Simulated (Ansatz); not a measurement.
Put HfB4 in P6_3/mmc (No. 194): Hf on 2d; B on 4f and 4e. A trial structure of HfB4 was built thus: sheets of the MB2-sandwich type stacked in turn (elements of the layers in order: HfB4 (MB2-sandwich type), HfB4 (MB2-sandwich type)). A sheet's type names the database crystal that the layer was cut from.

Computed with DFT PBE+D3(BJ), scalar-relativistic, plane waves, PAW (Ansatz). Cutoff 420 eV, Γ-centred mesh, Gaussian smearing, no spin polarisation.

Formation energies are uncorrected and refer to the elements' standard structures at the same level.

Q: Predict the relaxed structure.

A:

Space group P6_3/mmc (No. 194). a = 3.120 Å, b = 3.120 Å, c = 10.722 Å, α = 90.00°, β = 90.00°, γ = 120.00°
```json
{"atom": "Hf", "site": "2d", "symmetry": "-6m2", "x": "0.3333", "y": "0.6667", "z": "0.7500"}
{"atom": "B", "site": "4f", "symmetry": "3m.", "x": "0.6667", "y": "0.3333", "z": "0.6068"}
{"atom": "B", "site": "4e", "symmetry": "3m.", "x": "0.0000", "y": "0.0000", "z": "0.5856"}
```

Hf is surrounded by 6 B at 2.37 Å, 6 B at 2.52 Å and 6 Hf at 3.12 Å; B on its first site is surrounded by 3 B at 1.82 Å and 3 Hf at 2.37 Å; around B on its second site lie 4 B at 1.82–1.84 Å and 3 Hf at 2.52 Å. Another local minimum with the same sites may exist.

Q: And its energy and gap?

A: The energy over the elements is −0.25 eV/atom. The gap on the 12×12×4 mesh of the 10-atom cell is 0 eV (the bands overlap slightly). It lies below the elements, which doesn't yet make it stable against other compounds or structures.

The last run used Gaussian smearing of 0.10 eV. Spin–orbit coupling, which can matter for Hf, is left out. The zero gap may come from the functional, which often closes small gaps, or the cell may be a true semimetal. A structure relaxed within its symmetry needn't be a true minimum.
